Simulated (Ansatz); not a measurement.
PtS2:
```cif
data_PtS2
_chemical_formula_sum 'Pt1 S2'
_space_group_name_H-M_alt 'P-3m1'
_space_group_IT_number 164
_space_group_name_Hall '-P 3 2"'
_cell_length_a 3.55081
_cell_length_b 3.55081
_cell_length_c 5.20259
_cell_angle_alpha 90.000
_cell_angle_beta 90.000
_cell_angle_gamma 120.000
loop_
_atom_site_label
_atom_site_type_symbol
_atom_site_symmetry_multiplicity
_atom_site_Wyckoff_symbol
_atom_site_fract_x
_atom_site_fract_y
_atom_site_fract_z
_atom_site_occupancy
Pt1 Pt 1 a 0.00000 0.00000 0.00000 1
S1 S 2 d 0.33333 0.66667 0.23558 1
```

Relaxed at zero pressure with r²SCAN+D4 in the plane-wave PAW code Ansatz.

Task: The volume is raised by 9 % and shape and atoms relax at that volume. What pressure results, and how do the axes share the change?

Result: -1.2 GPa; a 0.0 %, b 0.0 %, c 9.1 %; the energy rises by 8 meV/atom.

Task: Give the new structure.

Result: 
Space group P-3m1 (No. 164); a = 3.5491 Å, b = 3.5491 Å, c = 5.6764 Å, α = 90.00°, β = 90.00°, γ = 120.00°

```json
[
 {"atom": "Pt", "site": "1a", "symmetry": "-3m.", "x": "0.0000", "y": "0.0000", "z": "0.0000"},
 {"atom": "S", "site": "2d", "symmetry": "3m.", "x": "0.3333", "y": "0.6667", "z": "0.2174"}
]
```

The phase is kept; no other phase was compared at this pressure.

Symmetry was held in the r²SCAN+D4 relaxation. The run is not spin-polarised. Scalar-relativistic: spin–orbit coupling is off unless named, which matters more the heavier the elements.

Potentials: the later of the program's two PAW sets.
